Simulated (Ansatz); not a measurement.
The elements of this relaxed trial crystal are hidden behind letters.

```
lattice vectors (Å)
   3.9151    0.0000    0.0000
  -1.9575    3.3906    0.0000
   0.0000    0.0000   19.4114
fractional positions
X 0.3333 0.6667 0.0006
X 0.6667 0.3333 0.5006
Z 0.3333 0.6667 0.3383
Z 0.3333 0.6667 0.6637
Z 0.6667 0.3333 0.1637
Z 0.6667 0.3333 0.8383
Q 0.3333 0.6667 0.1161
Q 0.3333 0.6667 0.4658
Q 0.3333 0.6667 0.7906
Q 0.6667 0.3333 0.2906
Q 0.6667 0.3333 0.6161
Q 0.6667 0.3333 0.9658
```

Level of theory: Ansatz, DFT PBE, scalar-relativistic, plane waves, PAW. The final run on the 12-atom cell used 420 eV, a Γ-centred 12×12×2 mesh, 0.02 eV smearing and no spin polarisation.

| Item | Value |
| --- | --- |
| Space group | P6_3mc (No. 186) |
| Conventional cell | a = 3.915 Å, c = 19.411 Å |
| Volume per atom | 21.47 Å³ |
| Density | 4.85 g/cm³ |
| Formation energy | −0.694 eV/atom |
| Gap on the 12×12×2 mesh of the 12-atom cell | 1.76 eV |

Energies are uncorrected and count from the elements' standard states at the same level.

Q: X is an s-block element of period 2, Z is a d-block element of period 4 and Q is a p-block element of period 4. Which elements are they?

A: X = Be, Z = Zn, Q = Se, so the formula is BeZn2Se3. Density times volume gives a mean mass of 4.85 × 21.47/1.6605 = 62.7 u per atom, and this set has 62.8 u. Around Be lie 4 Se at 2.24–2.36 Å; Zn on its first site has 4 Se at 2.44–2.47 Å; around Se on its first site lie 1 Be at 2.24 Å and 3 Zn at 2.44 Å; 3 more sites not described. Other sets within the hints have nearly the same mass, so mass alone doesn't settle it; this one was computed.

Kohn–Sham gaps at this level usually fall short of measured ones. Symmetry constrained the relaxation, so the result can be a saddle point.
